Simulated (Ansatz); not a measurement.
**TeRh: pressure against volume**

A database entry relaxed whole under r2SCAN (P6_3/mmc):

```yaml
crystal:
  lattice:
    - [4.02389, 0.00000, 0.00000]
    - [-2.01195, 3.48479, 0.00000]
    - [0.00000, 0.00000, 5.70295]
  atoms:
    - { symbol: Te, position: [0.33333, 0.66667, 0.25000] }
    - { symbol: Te, position: [0.66667, 0.33333, 0.75000] }
    - { symbol: Rh, position: [0.00000, 0.00000, 0.00000] }
    - { symbol: Rh, position: [0.00000, 0.00000, 0.50000] }
```

The cell was scaled uniformly, its shape held, and the atoms relaxed at each volume with plane-wave PAW DFT (Ansatz 0.2.0; r2SCAN, 500 eV, 10×10×6 Γ-centred mesh, fermi-dirac occupations of width 0.100 eV; no spin, no spin-orbit coupling). One row is withheld.

| volume (Å³/atom) | energy over the lowest (meV/atom) | pressure (GPa) |
| --- | --- | --- |
| 18.793 | 33.1 | 9.69 |
| 19.193 | 13.9 | 6.07 |
| 19.592 | 3.2 | 2.86 |
| 19.992 | 0.0 | 0.02 |
| 20.392 | ? | ? |
| 20.792 | 12.9 | -4.71 |
| 21.192 | 27.5 | -6.67 |

Problem. Fit the pressures of the other rows to the third-order Birch-Murnaghan form.

Solution. With f = [(V₀/V)^(2/3) − 1]/2 and P = 3B₀f(1 + 2f)^(5/2)[1 + 3(B₀′ − 4)f/2], least squares gives V₀ = 20.00 Å³ an atom, B₀ = 133 GPa and B₀′ = 5.1; the rows miss the fit by less than 0.01 GPa. The slope of the energies differs from these pressures by 0.14 GPa, since they are taken to zero smearing while pressures follow the free energy.

Problem. What does the withheld row hold?

Solution. The fit gives -2.49 GPa at 20.392 Å³; the run gave -2.49 GPa and 3.5 meV an atom.

Caveats: the shape of the cell was held, so B₀ is an upper bound where the axes differ in stiffness; 0 K, fixed nuclei; the symmetry was kept, and this need not be the phase that is stable at 0 K; one mesh for all volumes; pressure is positive in compression.
